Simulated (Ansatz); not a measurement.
**TiAl, one structure, two calculations**

Cell: an entry of the Crystallography Open Database (COD), whose atoms a relaxation with PBE at fixed cell left in place.

```
Ti Al
1.0
     2.83730    0.00000    0.00000
     0.00000    2.83730    0.00000
     0.00000    0.00000    4.05910
Ti Al
1 1
Direct
  0.00000 0.00000 0.00000
  0.50000 0.50000 0.50000
```

Sites (sets of like atoms) are named by element and the number of their first atom in this list.

First run. All values are calculated (Ansatz; DFT, PBE, plane waves and PAW, scalar-relativistic, 420 eV cutoff, Γ-centred 12×12×8 k-points, Fermi–Dirac smearing 0.05 eV), not measured.

| site | atom | V_zz (10²¹ V/m²) | η |
| --- | --- | --- | --- |
| Ti | 1 | 2.62 | 0.00 |
| Al | 2 | -2.32 | 0.00 |

Second run. The same atoms and settings, except that the functional is r2SCAN and the cutoff is 500 eV.

(1) What does the second run give?

## Answers

(1) 

```tsv
site	atom	V_zz	η	change of V_zz
Ti	1	2.73	0.00	+0.11
Al	2	-2.31	0.00	+0.01
```

The largest change of V_zz is on Ti, from 2.62 to 2.73. In per cent, |V_zz| changes by +4 on Ti, 0 on Al (all sites that start above 2).

The run finds no gap above 0.1 eV (a metal, or nearly one), so the gradients can move by 10 % or more with the k-mesh.
For the second run: With these PAW files V_zz is typically within 2 to 3 % of all-electron values, but misses above 10 % occur on Al.
